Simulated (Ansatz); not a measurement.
ReS2:
```yaml
crystal:
  lattice:
    - [5.39610, 0.00000, 0.00000]
    - [0.00000, 5.39610, 0.00000]
    - [0.00000, 0.00000, 3.56547]
  atoms:
    - { symbol: Re, position: [0.00000, 0.00000, 0.00000] }
    - { symbol: Re, position: [0.50000, 0.50000, 0.50000] }
    - { symbol: S, position: [0.30291, 0.30291, 0.00000] }
    - { symbol: S, position: [0.80291, 0.19709, 0.50000] }
    - { symbol: S, position: [0.19709, 0.80291, 0.50000] }
    - { symbol: S, position: [0.69709, 0.69709, 0.00000] }
```

Relaxed with LDA. Special points in fractions of this cell's reciprocal vectors: Γ (0.000, 0.000, 0.000); X (0.000, 0.500, 0.000); M (0.500, 0.500, 0.000); Z (0.000, 0.000, 0.500); R (0.000, 0.500, 0.500); A (0.500, 0.500, 0.500).

### Question
List the band energies nearest the Fermi level at these points for LDA (plane waves, PAW; program Ansatz).

### Answer
In eV from the Fermi level; about four levels below and three above (degenerate sets whole), none deeper than 8.9 eV; points with the same levels are listed once.

```csv
k,below,above
Γ,-1.26 -1.26 -0.91 -0.41 -0.41,0.08 1.89 2.32
X,-1.28 -1.28 -0.85 -0.85,0.10 0.10 0.90 0.90
M,-1.66 -1.66 -1.22 -1.22,1.98 1.98 3.39 3.39
Z,-2.57 -2.57 -0.26 -0.26,0.53 0.53 1.73 1.73
R,-1.61 -1.61 -0.12 -0.12,1.98 1.98 2.58 2.58
A,-1.30 -1.30 -0.17 -0.17,0.00 0.00 0.33 0.33
```

Space group P4_2/mnm (rutile). A made-up cell: these elements were put on the sites of a structure type; neither database checked (COD, Materials Project) lists it. Its standing as an ambient phase is unchecked. Symmetry was held in the LDA relaxation; of distortions, only those at the zone centre were tested. No spin polarisation was allowed. Spin–orbit coupling is left out wherever it is not named.

Potentials: the later of the program's two PAW sets.
